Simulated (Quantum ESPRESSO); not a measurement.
## Band energies of ZnTe at -0.5 % isotropic strain

```
ZnTe
1.0
    0.00000     3.01698     3.01698
    3.01698     0.00000     3.01698
    3.01698     3.01698     0.00000
Zn Te
1 1
Cartesian
  3.01698   3.01698   3.01698
  4.52547   4.52547   4.52547
```

PBE (stringent potentials; Quantum ESPRESSO, PseudoDojo norm-conserving, 107 Ry, without SOC); path ΓXWKΓLUWLK,UX; energies in eV from the valence-band maximum.

```
k (1/Å)  point  band 18  band 19  band 20  band 21  band 22  band 23  band 24  band 25
-------  -----  -------  -------  -------  -------  -------  -------  -------  -------
0.00         Γ    -6.75    -6.75     0.00     0.00     0.00     1.41     4.38     4.38
0.23              -6.76    -6.75    -1.16    -0.41    -0.41     2.52     3.87     4.99
0.58              -6.76    -6.74    -3.40    -1.55    -1.55     2.52     3.55     7.17
0.81              -6.73    -6.66    -4.60    -2.10    -2.10     2.20     2.79     8.87
1.04         X    -6.73    -6.53    -5.16    -2.29    -2.29     2.24     2.32     9.99
1.17              -6.73    -6.52    -5.14    -2.40    -2.37     2.48     2.55     9.33
1.56         W    -6.77    -6.44    -5.02    -2.97    -2.75     4.64     4.86     5.85
1.81              -6.75    -6.47    -5.04    -3.19    -2.11     3.00     4.81     7.23
1.93         K    -6.75    -6.48    -5.05    -3.23    -1.91     2.63     4.79     7.84
2.13              -6.76    -6.57    -4.83    -3.22    -1.44     3.03     5.85     6.76
2.43              -6.77    -6.74    -3.76    -2.17    -0.66     3.24     5.24     5.41
2.63              -6.76    -6.75    -2.56    -1.19    -0.27     2.87     4.58     4.84
2.93              -6.75    -6.75    -0.39    -0.09    -0.01     1.72     4.35     4.41
3.03         Γ    -6.75    -6.75     0.00     0.00     0.00     1.41     4.38     4.38
3.23              -6.75    -6.75    -1.17    -0.14    -0.14     2.12     4.52     4.60
3.44              -6.76    -6.76    -2.81    -0.46    -0.46     2.25     4.99     4.99
3.74              -6.75    -6.75    -4.80    -0.86    -0.86     1.91     5.09     5.09
3.94         L    -6.75    -6.59    -5.36    -0.95    -0.95     1.83     5.05     5.05
4.26              -6.75    -6.56    -5.15    -2.40    -1.35     2.95     4.90     6.07
4.57         U    -6.75    -6.48    -5.05    -3.23    -1.91     2.63     4.79     7.84
4.82              -6.76    -6.45    -5.03    -3.08    -2.51     3.91     4.85     6.34
4.94         W    -6.77    -6.44    -5.02    -2.97    -2.75     4.64     4.86     5.85
5.13              -6.77    -6.48    -5.00    -3.10    -2.24     4.11     4.83     5.96
5.40              -6.75    -6.57    -5.20    -2.13    -1.32     3.00     4.57     5.92
5.59              -6.75    -6.59    -5.34    -1.15    -0.99     2.04     4.95     5.15
5.68         L    -6.75    -6.59    -5.36    -0.95    -0.95     1.83     5.05     5.05
5.84              -6.75    -6.59    -5.30    -1.48    -1.07     2.36     4.81     5.33
6.08              -6.75    -6.54    -5.08    -2.80    -1.51     2.95     5.26     6.57
6.24              -6.75    -6.49    -5.02    -3.24    -1.80     2.73     5.22     7.39
6.32         K    -6.75    -6.48    -5.05    -3.23    -1.91     2.63     4.79     7.84
6.32         U    -6.75    -6.48    -5.05    -3.23    -1.91     2.63     4.79     7.84
6.41              -6.74    -6.48    -5.09    -3.00    -2.07     2.48     3.88     8.36
6.68         X    -6.73    -6.53    -5.16    -2.29    -2.29     2.24     2.32     9.99
```

The PBE gap is direct, 1.41 eV at Γ.

Spin-orbit coupling is left out, which matters for elements this heavy: edges can move by tenths of an eV.

Geometry strained from the cell relaxed with PBEsol, atoms relaxed again.
